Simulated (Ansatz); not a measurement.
CdS (P6_3mc), relaxed and computed with several functionals in Ansatz (plane waves, PAW). Much of their spread follows the volume that each gives.

```json
[
 {"functional": "LDA", "V (Å³/atom)": "23.85", "B₀ by P(V) fit (GPa)": "?"},
 {"functional": "HSE06", "V (Å³/atom)": "25.49", "B₀ by P(V) fit (GPa)": "59.3"},
 {"functional": "r²SCAN", "V (Å³/atom)": "25.39", "B₀ by P(V) fit (GPa)": "60.4"},
 {"functional": "PBE", "V (Å³/atom)": "26.03", "B₀ by P(V) fit (GPa)": "53.3"}
]
```

Problem. Fit a straight line to ln B₀ against ln V and predict the withheld value.

Solution. Least squares on the 3 shown rows: ln B₀ = -5.04 × ln V + (20.403), with a scatter of 0.1 %. For LDA this gives 82.9. The run itself gave 67.9, a miss of 22.1 % of that, well beyond the scatter: the line misses something about this case.

Built on a structure type that need not be the filed one of that space group: CdS, P6_3mc (Cd on 2a, Cd on 2b, S on 2a, S on 2b). Not the usual ambient phase: CdS, P6_3mc (Cd on 2a, Cd on 2b, S on 2a, S on 2b). All cells were relaxed under the symmetry of their starts (and spin orders); stability against distortions was not tested throughout. Scalar-relativistic: spin–orbit coupling is off unless named, which matters more the heavier the elements.

Potentials: the later of the program's two PAW sets.

Ansatz (a program for electronic structure) is a plane-wave DFT program.
